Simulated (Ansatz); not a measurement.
TiAl:
```yaml
crystal:
  lattice:
    - [2.81005, 0.00000, 0.00000]
    - [0.00000, 2.81005, 0.00000]
    - [0.00000, 0.00000, 4.06651]
  atoms:
    - { symbol: Ti, position: [0.50000, 0.50000, 0.50000] }
    - { symbol: Al, position: [0.00000, 0.00000, 0.00000] }
```

Relaxed with r²SCAN. Special points in fractions of this cell's reciprocal vectors: Γ (0.000, 0.000, 0.000); X (0.000, 0.500, 0.000); M (0.500, 0.500, 0.000); Z (0.000, 0.000, 0.500); R (0.000, 0.500, 0.500); A (0.500, 0.500, 0.500).

Question: List the band energies nearest the Fermi level at these points for DFT-r²SCAN in the program Ansatz with PAW potentials.

Answer: In eV from the Fermi level; about four levels below and three above (degenerate sets whole), none deeper than 8.9 eV; points with the same levels are listed once.

```
k                          below           above
-  -----------------------------  --------------
Γ              -2.01 -0.98 -0.54  2.38 2.38 3.72
X        -4.91 -4.83 -1.82 -0.28  2.07 2.76 4.57
M  -0.57 -0.57 -0.42 -0.20 -0.20  4.38 5.64 6.34
Z              -8.11 -5.69 -0.80  0.75 2.01 2.01
R        -5.16 -3.30 -1.38 -1.32  1.55 2.12 2.52
A              -2.62 -2.41 -2.41  2.19 2.38 2.66
```

Space group P4/mmm (L1₀ or tetragonal B2). The cell was relaxed with r²SCAN under the symmetry of its start; of distortions, only those at the zone centre were tested. The run is not spin-polarised.

Potentials: the earlier of the program's two PAW sets.
